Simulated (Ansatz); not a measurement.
TiGa3:
```
TiGa3
1.0
   -1.88067     1.88067     4.36599
    1.88067    -1.88067     4.36599
    1.88067     1.88067    -4.36599
Ti Ga
1 3
Direct
  0.00000   0.00000   0.00000
  0.75000   0.25000   0.50000
  0.25000   0.75000   0.50000
  0.50000   0.50000   0.00000
```

Relaxed with r²SCAN. Special points in fractions of this cell's reciprocal vectors: Γ (0.000, 0.000, 0.000); X (0.000, 0.000, 0.500); P (0.250, 0.250, 0.250); N (0.000, 0.500, 0.000); M (0.500, 0.500, -0.500); S (0.296, 0.704, -0.296); S0 (-0.296, 0.296, 0.296); R (-0.093, 0.093, 0.500); G (0.500, 0.500, -0.093).

### Question
List the band energies nearest the Fermi level at these points for r²SCAN in the plane-wave PAW code Ansatz.

### Answer
In eV from the Fermi level; about four levels below and three above (degenerate sets whole), none deeper than 8.9 eV; points with the same levels are listed once.

```
k                    below                above
-  -----------------------  -------------------
Γ  -3.50 -1.37 -1.37 -1.20  0.82 1.16 2.17 2.17
X  -4.43 -3.33 -2.71 -1.14       2.04 2.12 2.64
P  -4.88 -2.25 -2.25 -1.87       1.45 2.04 2.60
N  -4.27 -4.14 -1.28 -0.35       0.62 1.88 2.88
M  -2.06 -1.33 -1.33 -0.12       1.03 1.03 1.18
S  -6.64 -1.32 -0.92 -0.78       0.74 1.66 1.79
R  -4.13 -2.73 -1.93 -1.00       1.70 2.10 2.43
```

Space group I4/mmm. The first step of the workflow began from a Materials Project structure, measured or hypothetical; the Crystallography Open Database files this formula in space group No. 139, but the cells were not matched. Whether it is the stable phase at ambient conditions was not checked. Symmetry was held in the r²SCAN relaxation; whether a distortion lowers the energy is not shown. The run is not spin-polarised. Scalar-relativistic: spin–orbit coupling is off unless named, which matters more the heavier the elements.

Potentials: the later of the program's two PAW sets.
